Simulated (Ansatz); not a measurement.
CaC$_{2}$ in space group C2/c (No. 15; Ca on 4e, C on 8f), the program Ansatz at the r²SCAN level (PAW), all energies at zero smearing, with the estimated change up to a 700 eV cutoff added, with one set of potentials and settings (totals compare only within such a set). Cell of 6 atoms (2 Ca, 4 C): -4650.890 eV.

```csv
element,reference phase,E (eV/atom)
Ca,"Fm-3m, 1 atoms in the cell",-1821.6752
C,"P6_3/mmc, 4 atoms in the cell",-251.6711
```

Formation energy per atom, worked out: (-4650.890 − 2×(-1821.6752) − 4×(-251.6711))/6 = -0.143 eV/atom (-14 kJ per mol of atoms), at 0 K, without zero-point energy or fitted corrections.

The workflow started from a Materials Project entry (that database holds measured and hypothetical structures alike); the Crystallography Open Database copy checked does not list it. COD files the formula under space group No. 2, so this cell is another polymorph or a model. Its standing as an ambient phase is unchecked. The cell was relaxed with r²SCAN under the symmetry of its start; its stability against distortions is not shown here. The references are the lowest solids computed at this level, not always the standard phases.

Potentials: the later of the program's two PAW sets.
